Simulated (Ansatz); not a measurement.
Hf₅Sc in space group P-62m (No. 189; Hf on 3f, Hf on 2d, Sc on 1b), the program Ansatz at the r²SCAN level (PAW), all energies at zero smearing, with the estimated change up to a 700 eV cutoff added, with one set of potentials and settings (totals compare only within such a set). Cell of 6 atoms (5 Hf, 1 Sc): -80805.965 eV.

| element | reference phase | E (eV/atom) |
|---|---|---|
| Hf | P6_3/mmc, 2 atoms in the cell | -15733.0631 |
| Sc | P6_3/mmc, 2 atoms in the cell | -2140.5738 |

Formation energy per atom, worked out: (-80805.965 − 5×(-15733.0631) − 1×(-2140.5738))/6 = -0.013 eV/atom (-1 kJ per mol of atoms), at 0 K, without zero-point energy or fitted corrections.

The workflow started from a Materials Project entry (that database holds measured and hypothetical structures alike); the Crystallography Open Database copy checked does not list it. With Hf and Sc taken as one species the cell has the higher symmetry P6_3/mmc, so it may be an ordered model of a mixed-site phase. Whether it is the stable phase at ambient conditions was not checked. The cell was relaxed with r²SCAN under the symmetry of its start; whether a distortion lowers the energy is not shown. No spin polarisation was allowed. The references are the lowest solids computed at this level, not always the standard phases. Spin–orbit coupling is left out wherever it is not named.

Potentials: the later of the program's two PAW sets.
